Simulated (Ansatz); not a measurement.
SnSe:
```
CELL_PARAMETERS angstrom
      4.24091     0.00000     0.00000
     -2.12045     3.67273     0.00000
      0.00000     0.00000    10.36740
ATOMIC_POSITIONS crystal
  Sn 0.33350 0.00000 0.33333
  Sn 0.00000 0.33350 0.66667
  Sn 0.66650 0.66650 0.00000
  Se 0.33333 0.00000 0.83333
  Se 0.00000 0.33333 0.16667
  Se 0.66667 0.66667 0.50000
```

Relaxed with r²SCAN+D4.

**Question.** Map the electron localisation function on the plane through (0.334, 0.000, 0.333) spanned by u = [1, 1, 0] and v = [-1, 1, 1] in lattice vectors, from DFT-r²SCAN+D4 in the program Ansatz with PAW potentials.

**Answer.** x is the fraction of u, y of v (the angle between them is 90°; rows are the nearest grid lines); atoms in the plane: Sn at (0.00, 0.00), Sn at (0.00, 0.33), Sn at (1.00, 0.67), Se at (0.50, 0.50), Se at (0.50, 0.83), Se at (0.50, 0.17).
```
|   :==--.    .--==:   |
|::-==---==++==---==-::|
|===--=+*%%@@%%*+=--===|
|..:-*%@@@%##%@@@%*-:..|
|  :=#@@@#-..-#@@@#=:  |
|----=#%@@@@@@@@%#=----|
|==--==*#%@@@@%#*==--==|
|  .-=---::::::---=-.  |
|   :==--..  ..--==:   |
|===--==+*#%%#*+==--===|
|----=+#%@@@@@@%#+=----|
| .:=#@@@%*==*%@@@#=:. |
| .:=#@@@%*==*%@@@#=:. |
|----=+#%@@@@@@%#+=----|
|===--==+*#%%#*+==--===|
|   :==--..  ..--==:   |
|  .-=---::::::---=-.  |
|==--==*#%@@@@%#*==--==|
|----=#%@@@@@@@@%#=----|
|  :=#@@@#-..-#@@@#=:  |
|..:-*%@@@%##%@@@%*-:..|
|===--=+*%%@@%%*+=--===|
|::-==---==++==---==-::|
|   :==--.    .--==:   |
```
Scale: ten equal steps from 0.002 (start of ' ') to 0.797 (end of '@'), in the order ' .:-=+*#%@'; x runs from 0.000 to 1.00, y from 0.000 (bottom) to 1.00 (top).

The density is the valence pseudo-density with augmentation charge, so density and ELF within about 1 Å of a nucleus are not all-electron values.

Space group Fm-3m (rock salt). The start of the workflow was typed in or built on a structure type; the Crystallography Open Database files this formula in space group No. 225, but the cells were not matched. It is not the phase usual at ambient conditions (space group No. 62). The cell was relaxed with r²SCAN+D4 under the symmetry of its start; whether a distortion lowers the energy is not shown. Scalar-relativistic: spin–orbit coupling is off unless named, which matters more the heavier the elements.

Potentials: the later of the program's two PAW sets.
